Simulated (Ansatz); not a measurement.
Ansatz (a quantum-chemistry and plane-wave program) input:

Ansatz 0.2 input:
```yaml
crystal:
  lattice:
    - [0.0, 2.7299466347, 2.7299466347]
    - [2.7299466347, 0.0, 2.7299466347]
    - [2.7299466347, 2.7299466347, 0.0]
  atoms:
    - { symbol: Ag, position: [0.0, 0.0, 0.0] }
    - { symbol: Nb, position: [0.5, 0.5, 0.5] }
kpoints:
  mp_grid: { grid: [10, 10, 10] }
  band_path:
    path:
      - [[0.0, 0.0, 0.0], [0.5, 0.0, 0.5], [0.625, 0.25, 0.625]]  # Γ-X-U
      - [[0.375, 0.375, 0.75], [0.0, 0.0, 0.0], [0.5, 0.5, 0.5], [0.5, 0.25, 0.75], [0.5, 0.0, 0.5]]  # K-Γ-L-W-X
    npoints: 12
basis: { xc_grid: 2 }
hamiltonian:
  xc: pbe
  pseudopotentials: { azcp: { folder: ./paw }, kind: paw_fr }
magnetization: { noncollinear: true, spin_orbit: true }
scf:
  n_extra_bands: 12
  convergence: { dr2_threshold: 0.0000000001 }
  occupations: { method: gaussian, width: 0.05 }
output: { eigenvalues: true }
```

Output (shortened):

```
Pseudopotential: Ag, paw, valence charge 19
Pseudopotential: Nb, paw, valence charge 13
Functional definition: PBE
non-collinear run that drives no moment, with spin-orbit …
Crystal: 2 atoms, lattice volume = 40.690 Å³
Basis set: ecut = 420 eV, 821 PW (Γ), exchange–correlation on 54×54×54 points (8 copies of the dense FFT grid, shifted against one another)
Bands: 44, of which v1, the nominal top of the filled ones, is band 32 counted from 1 (31 counted from 0)
Symmetry: 48 space group operations + 48 with time reversal
k-points: 47 of 1000
Projection manifold: j_resolved (fully-relativistic pseudo-atomic orbitals)
SCF iter   1: F=—  HF=-12145.502331 eV  |F-HF|=—  |Δ(HF+E_count)|=         —  Δρ=1.22e-1  dr2=6.58e0  dr2_m=0.00e0 (ungated)  ethr=3.10e-3  |M|=0.00e0 ∫|m|=0.00e0 μB  |m|>n=0.0e0 m-floor=0.0e0 τ_xc=0.0e0  β_m=0.30  ⟨swp⟩=7.4  Hψ=4926  notcnv=0  defer=22
preconditioner: auto → Kerker (q_TF=auto, 2.621 Å⁻¹)
spin=Noncollinear: Kerker preconditioning applied to the charge; magnetization (m_x, m_y, m_z) channels mix plain (no charge-response kernel on spin).
SCF iter   2: F=—  HF=-12144.397907 eV  |F-HF|=—  |Δ(HF+E_count)|=    1.10e0  Δρ=5.92e-2  dr2=1.65e0  dr2_m=0.00e0 (ungated)  ethr=3.10e-3  |M|=0.00e0 ∫|m|=0.00e0 μB  |m|>n=0.0e0 m-floor=0.0e0 τ_xc=0.0e0  β_m=0.42  ⟨swp⟩=2.3  Hψ=1798  notcnv=0  defer=238
SCF iter   3: F=—  HF=-12143.998885 eV  |F-HF|=—  |Δ(HF+E_count)|=   3.99e-1  Δρ=2.47e-2  dr2=2.67e-1  dr2_m=0.00e0 (ungated)  ethr=3.10e-3  |M|=0.00e0 ∫|m|=0.00e0 μB  |m|>n=0.0e0 m-floor=0.0e0 τ_xc=0.0e0  β_m=0.62  ⟨swp⟩=2.1  Hψ=1582  notcnv=0  defer=238
SCF iter   4: F=—  HF=-12143.938221 eV  |F-HF|=—  |Δ(HF+E_count)|=   6.07e-2  Δρ=6.01e-3  dr2=1.02e-2  dr2_m=0.00e0 (ungated)  ethr=8.35e-4  |M|=0.00e0 ∫|m|=0.00e0 μB  |m|>n=0.0e0 m-floor=0.0e0 τ_xc=0.0e0  β_m=0.81  ⟨swp⟩=2.4  Hψ=1596  notcnv=0  defer=238
SCF iter   5: F=—  HF=-12143.939450 eV  |F-HF|=—  |Δ(HF+E_count)|=   1.23e-3  Δρ=1.32e-3  dr2=6.53e-4  dr2_m=0.00e0 (ungated)  ethr=3.19e-5  |M|=0.00e0 ∫|m|=0.00e0 μB  |m|>n=0.0e0 m-floor=0.0e0 τ_xc=0.0e0  β_m=0.91  ⟨swp⟩=2.0  Hψ=1605  notcnv=0  defer=236
SCF iter   6: F=—  HF=-12143.939555 eV  |F-HF|=—  |Δ(HF+E_count)|=   1.05e-4  Δρ=4.13e-4  dr2=6.46e-5  dr2_m=0.00e0 (ungated)  ethr=2.04e-6  |M|=0.00e0 ∫|m|=0.00e0 μB  |m|>n=0.0e0 m-floor=0.0e0 τ_xc=0.0e0  β_m=0.95  ⟨swp⟩=2.3  Hψ=1657  notcnv=0  defer=236
SCF iter   7: F=—  HF=-12143.939564 eV  |F-HF|=—  |Δ(HF+E_count)|=   8.89e-6  Δρ=6.27e-5  dr2=1.57e-6  dr2_m=0.00e0 (ungated)  ethr=2.02e-7  |M|=0.00e0 ∫|m|=0.00e0 μB  |m|>n=0.0e0 m-floor=0.0e0 τ_xc=0.0e0  β_m=0.98  ⟨swp⟩=2.1  Hψ=1152  notcnv=0  defer=236
SCF iter   8: F=—  HF=-12143.939567 eV  |F-HF|=—  |Δ(HF+E_count)|=   3.78e-6  Δρ=9.72e-6  dr2=1.74e-8  dr2_m=0.00e0 (ungated)  ethr=4.91e-9  |M|=0.00e0 ∫|m|=0.00e0 μB  |m|>n=0.0e0 m-floor=0.0e0 τ_xc=0.0e0  β_m=0.99  ⟨swp⟩=2.5  Hψ=1379  notcnv=0  defer=236
SCF iter  10: F=-12143.939568 eV  HF=-12143.939568 eV  |F-HF|=1.09e-11  |Δ(HF+E_count)|=  4.26e-10  Δρ=3.20e-7  dr2=2.39e-11  dr2_m=0.00e0 (ungated)  ethr=1.00e-12  |M|=0.00e0 ∫|m|=0.00e0 μB  |m|>n=0.0e0 m-floor=0.0e0 τ_xc=0.0e0  ⟨swp⟩=8.5  Hψ=3265  notcnv=0
SCF 1 converged in 10 iterations: F = -12143.939568 eV  dr2 = 2.39e-11
NSCF: frozen V_eff on 74 k-points
SCF converged after 10 iterations
Magnetization: |M| = 0.0000 μB,  M = (+0.0000, +0.0000, +0.0000) μB
Absolute magnetization: 0.0000 μB (∫|m|)
  site 0: m = (+0.0000, +0.0000, +0.0000) μB, |m| = 0.0000 μB  (R = 1.13 Å)
  site 1: m = (+0.0000, +0.0000, +0.0000) μB, |m| = 0.0000 μB  (R = 1.13 Å)
Free energy (F): -12143.939568 eV
Harris-Foulkes:  -12143.939568 eV  (|F-HF|=1.09e-11)
Internal energy: -12143.936116 eV  (E = F + TS)
E sigma→0 (E₀):  -12143.937842 eV
Entropy (-TS):   -0.003451 eV (-1.726 meV/atom)
Fermi energy:    14.918910 eV
--- Per-component energies (eV) ---
  E_band       = -407.582917
  E_kinetic    = 833.228647
  E_local      = -3303.021720  (includes V_loc(G=0)·N_el)
  E_nonlocal   = 125.857512
  E_hartree    = 1474.965269
  E_xc         = -322.631872
  E_vxc        = -399.159302  (∫ρ·V_xc dr)
  E_paw        = -7038.105948  (= ΣΔE_a)
  E_vpaw       = -614.419300  (= ΣTr[D̂ρ^β])
  E_aug_tail   = 0.000422  (compensation charges beyond the density's cutoff)
  E_ewald      = -3914.228426
  E_smearing   = -0.003451  (= −TS)
  E_closure    =  0.000000  (closes the sum)
  Σ components = -12143.939568   (vs F -12143.939568, Δ=0.00e0)
  [band-id]    e_kinetic+e_local+e_nonlocal+2·e_hartree+e_vxc+e_vpaw+e_augmentation_tail = -407.583204   (vs E_band -407.582917, Δ=-2.87e-4)
--- Band table (eV; the first three rows and the last of 47) ---
  k-point 0: bands = ["-77.7544", "-77.7544", "-44.7417", "-44.7417", "-40.4978", "-40.4978", "-39.6291", "-39.6291", "-39.6291", "-39.6291", "-17.9442", "-17.9442", "-15.8167", "-15.8167", "-15.8167", "-15.8167", "8.3690", "8.3690", "8.8942", "8.8942", …
  k-point 1: bands = ["-77.7544", "-77.7544", "-44.7419", "-44.7419", "-40.4987", "-40.4987", "-39.6291", "-39.6291", "-39.6276", "-39.6276", "-17.9478", "-17.9478", "-15.8242", "-15.8242", "-15.8193", "-15.8193", "8.5594", "8.5594", "8.9525", "8.9525", …
  k-point 2: bands = ["-77.7543", "-77.7543", "-44.7424", "-44.7424", "-40.5009", "-40.5009", "-39.6292", "-39.6292", "-39.6239", "-39.6239", "-17.9575", "-17.9575", "-15.8435", "-15.8435", "-15.8261", "-15.8261", "9.0615", "9.0615", "9.1103", "9.1103", …
  k-point 46: bands = ["-77.7542", "-77.7542", "-44.7436", "-44.7436", "-40.4947", "-40.4947", "-39.6323", "-39.6323", "-39.6258", "-39.6258", "-17.9842", "-17.9842", "-15.8791", "-15.8791", "-15.8651", "-15.8651", "9.1817", "9.1817", "9.3061", "9.3061", …
```

Cost: about 50 core-seconds (a rough figure) on shared cores.

Space group Fm-3m (rock salt). The start of the workflow was typed in or built on a structure type; neither database checked (COD, Materials Project) lists it. Whether it is the stable phase at ambient conditions was not checked. The PBE relaxation kept the symmetry of its start; its stability against distortions is not shown here. No spin polarisation was allowed. The volume moved by 16 % from the start of the relaxation. Its formation energy is positive at this level, so the cell may be metastable or incomplete.

Potentials: the earlier of the program's two PAW sets.

Ansatz is a plane-wave DFT program.
